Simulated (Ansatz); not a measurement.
Input, command and steps of an Ansatz relaxation.

```yaml
crystal:
  lattice:
    - [-2.4657730812, 2.4657730812, 7.7955250907]
    - [2.4657730812, -2.4657730812, 7.7955250907]
    - [2.4657730812, 2.4657730812, -7.7955250907]
  atoms:
    - { symbol: Ba, position: [0.6408591991, 0.6408591991, 0.0] }
    - { symbol: Ba, position: [0.3591408009, 0.3591408009, 0.0] }
    - { symbol: Zr, position: [0.0, 0.0, 0.0] }
    - { symbol: S, position: [0.5, 0.0, 0.5] }
    - { symbol: S, position: [0.0, 0.5, 0.5] }
    - { symbol: S, position: [0.8353586848, 0.8353586848, 0.0] }
    - { symbol: S, position: [0.1646413152, 0.1646413152, 0.0] }
basis:
  ecutwfc: 420
kpoints:
  mp_grid: { grid: [10, 10, 10] }
hamiltonian:
  xc: lda
scf:
  occupations: { method: gaussian, width: 0.02 }
output:
  forces: true
  stress: true
  eigenvalues: true
relax:
  adjacent_minimum: "off"
  f_tol: 0.01
  max_steps: 30
  cell: { stress_tol: 0.1, fix: [volume] }
```

```bash
ansatz run input.yaml --threads 2 --pin off --max-ram 5120MiB --backend cpu --events-out ev --progress --plain --runs-dir out
```

Method: Ansatz, DFT LDA, scalar-relativistic, plane waves, PAW.

The volume is held at 1.03 times that of the relaxed cell.

Of 4 frames 3 are shown, positions in Å and forces in eV/Å; the SCF threshold varies from step to step. Steps run on the plane waves of an earlier cell, with a Pulay correction in the pressure. The basis is chosen afresh for the last frame, the zero of the energies, and at times for earlier ones too; energy and pressure step there, also at an unchanged geometry.

```xyz
7
Lattice="-2.4658 2.4658 7.7955 2.4658 -2.4658 7.7955 2.4658 2.4658 -7.7955" Properties=species:S:1:pos:R:3:forces:R:3 pbc="T T T" step=1 free_energy_over_end_meV_per_atom=0.33 pressure_GPa=-1.99
Ba    0.0000    0.0000    9.9917    0.0000    0.0000   -0.0053
Ba    0.0000    0.0000    5.5994    0.0000    0.0000    0.0053
Zr    0.0000    0.0000    0.0000    0.0000    0.0000    0.0000
S     0.0000    2.4658    0.0000    0.0000    0.0000    0.0000
S     2.4658    0.0000    0.0000    0.0000    0.0000    0.0000
S     0.0000    0.0000   13.0241    0.0000    0.0000    0.1594
S     0.0000    0.0000    2.5669    0.0000    0.0000   -0.1594
7
Lattice="-2.4645 2.4645 7.8039 2.4645 -2.4645 7.8039 2.4645 2.4645 -7.8039" Properties=species:S:1:pos:R:3:forces:R:3 pbc="T T T" step=2 free_energy_over_end_meV_per_atom=0.15 pressure_GPa=-1.78
Ba    0.0000    0.0000   10.0096    0.0000    0.0000   -0.0466
Ba    0.0000    0.0000    5.5982    0.0000    0.0000    0.0466
Zr    0.0000    0.0000    0.0000    0.0000    0.0000    0.0000
S     0.0000    2.4645    0.0000    0.0000    0.0000    0.0000
S     2.4645    0.0000    0.0000    0.0000    0.0000    0.0000
S     0.0000    0.0000   13.0611    0.0000    0.0000   -0.0882
S     0.0000    0.0000    2.5466    0.0000    0.0000    0.0882
7
Lattice="-2.4652 2.4652 7.7992 2.4652 -2.4652 7.7992 2.4652 2.4652 -7.7992" Properties=species:S:1:pos:R:3:forces:R:3 pbc="T T T" step=4 free_energy_over_end_meV_per_atom=0.00 pressure_GPa=-1.85
Ba    0.0000    0.0000    9.9955    0.0000    0.0000    0.0006
Ba    0.0000    0.0000    5.6028    0.0000    0.0000   -0.0006
Zr    0.0000    0.0000    0.0000    0.0000    0.0000    0.0000
S     0.0000    2.4652    0.0000    0.0000    0.0000    0.0000
S     2.4652    0.0000    0.0000    0.0000    0.0000    0.0000
S     0.0000    0.0000   13.0448    0.0000    0.0000    0.0027
S     0.0000    0.0000    2.5535    0.0000    0.0000   -0.0027
```

It took 77 s on 2 threads of Arm Neoverse V2, with other jobs on the host, peak memory 0.8 GiB.